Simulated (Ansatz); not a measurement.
SiO2:
```yaml
crystal:
  lattice:
    - [3.99729, 2.30784, 2.62075]
    - [-3.99729, 2.30784, 2.62075]
    - [0.00000, -4.61568, 2.62075]
  atoms:
    - { symbol: Si, position: [0.71482, 0.28518, 0.50000] }
    - { symbol: Si, position: [0.50000, 0.71482, 0.28518] }
    - { symbol: Si, position: [0.28518, 0.50000, 0.71482] }
    - { symbol: O, position: [0.30897, 0.69103, 0.50000] }
    - { symbol: O, position: [0.50000, 0.30897, 0.69103] }
    - { symbol: O, position: [0.69103, 0.50000, 0.30897] }
    - { symbol: O, position: [0.00000, 0.33361, 0.66639] }
    - { symbol: O, position: [0.66639, 0.00000, 0.33361] }
    - { symbol: O, position: [0.33361, 0.66639, 0.00000] }
```

Relaxed with PBEsol. Independent-particle spectrum: no excitons, no local fields, no scissors shift; 0.1 eV broadening; ε₁ of the summed bands alone.

**Question.** Tabulate the dielectric function from DFT-PBEsol in the program Ansatz with PAW potentials.

**Answer.** 

| E (eV) | ε₁ xx | ε₂ xx | ε₁ zz | ε₂ zz |
|---|---|---|---|---|
| 0.0 | 2.15 | 0.00 | 2.13 | 0.00 |
| 0.4 | 2.15 | 0.00 | 2.14 | 0.00 |
| 0.8 | 2.15 | 0.00 | 2.14 | 0.00 |
| 1.2 | 2.16 | 0.00 | 2.15 | 0.00 |
| 1.6 | 2.17 | 0.00 | 2.16 | 0.00 |
| 2.0 | 2.18 | 0.00 | 2.17 | 0.00 |
| 2.4 | 2.20 | 0.00 | 2.19 | 0.00 |
| 2.8 | 2.22 | 0.00 | 2.20 | 0.00 |
| 3.2 | 2.24 | 0.00 | 2.23 | 0.00 |
| 3.6 | 2.27 | 0.00 | 2.26 | 0.00 |
| 4.0 | 2.30 | 0.00 | 2.29 | 0.00 |
| 4.4 | 2.34 | 0.00 | 2.33 | 0.00 |
| 4.8 | 2.39 | 0.00 | 2.38 | 0.00 |
| 5.2 | 2.44 | 0.00 | 2.44 | 0.00 |
| 5.6 | 2.52 | 0.00 | 2.51 | 0.00 |
| 6.0 | 2.61 | 0.00 | 2.60 | 0.00 |
| 6.4 | 2.74 | 0.01 | 2.72 | 0.01 |
| 6.8 | 2.90 | 0.07 | 2.88 | 0.02 |
| 7.2 | 3.12 | 0.12 | 3.14 | 0.05 |
| 7.6 | 3.37 | 0.50 | 3.52 | 0.46 |
| 8.0 | 3.36 | 0.80 | 3.48 | 0.79 |
| 8.4 | 3.25 | 1.03 | 3.52 | 1.03 |
| 8.8 | 3.27 | 1.19 | 3.81 | 1.79 |
| 9.2 | 3.29 | 1.36 | 3.43 | 1.82 |
| 9.6 | 3.32 | 1.92 | 2.92 | 2.21 |
| 10.0 | 2.92 | 1.54 | 2.48 | 2.78 |
| 10.4 | 3.30 | 3.11 | 1.47 | 2.78 |
| 10.8 | 2.44 | 2.48 | 1.36 | 1.65 |
| 11.2 | 1.55 | 3.03 | 1.49 | 1.80 |
| 11.6 | 2.15 | 2.27 | 2.03 | 1.85 |
| 12.0 | 1.39 | 2.79 | 1.78 | 1.52 |

With all bands, ε∞ without local fields is 2.28 (xx = yy), 2.27 (zz). DFPT, with local fields, gives 2.11 (xx = yy), 2.17 (zz).

Space group R32. The first step of the workflow began from a Materials Project structure, measured or hypothetical; the Crystallography Open Database copy checked does not list it. It is not the phase usual at ambient conditions (space group No. 92, 152, 154). The PBEsol relaxation kept the symmetry of its start; whether a distortion lowers the energy is not shown.

Potentials: the later of the program's two PAW sets.
